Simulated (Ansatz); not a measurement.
Name crystals whose computed values (PBE (plane waves, PAW; program Ansatz)) fall in these windows: B₀ by P(V) fit (GPa) 170 to 210; G_Hill (GPa) 67 to 88; Θ_D (K) 470 to 590.



```csv
crystal,B₀ by P(V) fit (GPa),G_Hill (GPa),Θ_D (K)
"V3Si, A15 (Cr3Si type)",191,79.2,525
"Ge3N4, P6_3/m (Ge on 6h, N on 2c, N on 6h)",173,78.8,560
```
Others may fit too.

Spin orders computed, not proven ground states: V3Si, A15 (Cr3Si type) ferromagnetic. All cells were relaxed under the symmetry of their starts (and spin orders); stability against distortions was not tested throughout. Spin–orbit coupling is left out wherever it is not named.

Potentials: the later of the program's two PAW sets.
